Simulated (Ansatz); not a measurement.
## Zr3N2: a fit and a missing row

Zr3N2, R-3c, a = 5.647 Å, c = 15.708 Å. The structure is a Materials Project entry; whether it is the stable form wasn't checked. Ansatz: r2SCAN, PAW, 500 eV, Γ-centred 12×12×12 mesh on 10 atoms, Gaussian smearing 0.10 eV; no spin polarisation. Shape and atoms are relaxed at each volume; pressure is positive in compression.

| V (Å³/atom) | P (GPa) |
| --- | --- |
| 13.160 | 23.49 |
| 13.594 | 14.45 |
| 14.027 | 6.68 |
| 14.461 | 0.00 |
| 14.895 | ? |
| 15.329 | -10.65 |

Task: Take V0 = 14.461 Å³/atom, fit the third-order Birch–Murnaghan form to the other rows, and predict the missing pressure.

Result: With the Eulerian strain f = ½[(V0/V)^(2/3) − 1] and y = P/[3f(1 + 2f)^(5/2)], the form is the line y = B0 + 1.5 B0 (B0′ − 4) f. Rows (f, y): 0.03243, 206.3; 0.02104, 206.5; 0.01026, 206.3; -0.01906, 205.3. Means f = 0.01117, y = 206.10; Σ(Δf)² = 0.001464, ΣΔfΔy = 0.03220; the slope is their ratio. y = 205.9 + 21.99 f GPa, so B0 = 205.9 GPa and B0′ = 4 + 2 × (21.99)/(3 × 205.9) = 4.07. At V = 14.895, f = -0.00976, y = 205.69 and P = -5.73 GPa. The run gave -5.73 GPa, the same to the digits shown.

1 further run of this set didn't finish or converge.